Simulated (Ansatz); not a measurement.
A geometry of P away from equilibrium: step 2 of the relaxation of a relaxed P cell displaced along its unstable phonon at q = (½, ½, ½) of its primitive reciprocal cell (112i cm⁻¹), largest move 0.15 Å. The numbers are results of PBEsol (plane waves to 420 eV, PAW, scalar-relativistic; Ansatz, a first-principles code), not measurements. Γ-centred k-mesh 13×13×13 on the run's cell (coarser than for final values), Fermi–Dirac smearing 0.05 eV. The plane waves were selected for a different cell earlier on the path.

```yaml
crystal:
  lattice:
    - [4.89202, 0.00000, 0.00000]
    - [2.44601, 2.44601, 0.00000]
    - [2.44601, 0.00000, 2.43319]
  atoms:
    - { symbol: P, position: [0.02546, 0.00000, 0.94909] }
    - { symbol: P, position: [0.47454, 0.00000, 0.05091] }
```

**Question.** What forces act on the atoms (eV/Å)?

**Answer.** 
```tsv
atom	Fx	Fy	Fz
P1	0.00	0.00	0.65
P2	0.00	0.00	-0.65
```

The path ends in I4/mmm (No. 139). No spin polarisation in the result.

The run could not lose the symmetry of its start, so the end can be a saddle point.

Of the parent cell (Pm-3m (No. 221)): The relaxed structure has the type that P is known to take under pressure; here it was relaxed at zero pressure, from a generated start.

The end of the path is a generated cell of P: the first start was made by placing the elements on the sites of a structure type, and the end was not matched to a known phase here, so it may be hypothetical. Known forms of P include space group No. 64.
